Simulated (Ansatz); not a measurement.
LuSe:
```
CELL_PARAMETERS angstrom
      0.00000     2.80309     2.80309
      2.80309     0.00000     2.80309
      2.80309     2.80309     0.00000
ATOMIC_POSITIONS crystal
  Se 0.50000 0.50000 0.50000
  Lu 0.00000 0.00000 0.00000
```

Relaxed with r²SCAN.

Tabulate the valence density and the electron localisation function along the shortest Se–Lu contact (2.80 Å), DFT-r²SCAN in the program Ansatz with PAW potentials.



```
distance from Se (Å)  density (e/Å³)   ELF
--------------------  --------------  ----
0.28                           22.25  0.22
0.42                           10.01  0.44
0.56                            3.97  0.65
0.70                            1.69  0.76
0.84                            0.91  0.80
0.98                            0.63  0.78
1.12                            0.46  0.73
1.26                            0.34  0.56
1.40                            0.27  0.26
1.54                            0.26  0.10
1.68                            0.35  0.12
1.82                            0.64  0.30
1.96                            1.51  0.58
2.10                            3.67  0.78
2.24                            8.31  0.85
2.38                           16.89  0.87
2.52                           29.38  0.84
```

The density is the valence pseudo-density with augmentation charge, so density and ELF within about 1 Å of a nucleus are not all-electron values.

Space group Fm-3m (rock salt). The workflow started from an entry of the Crystallography Open Database (COD). Whether it is the stable phase at ambient conditions was not checked. The r²SCAN relaxation kept the symmetry of its start; whether a distortion lowers the energy is not shown. Scalar-relativistic: spin–orbit coupling is off unless named, which matters more the heavier the elements.

Potentials: the later of the program's two PAW sets.
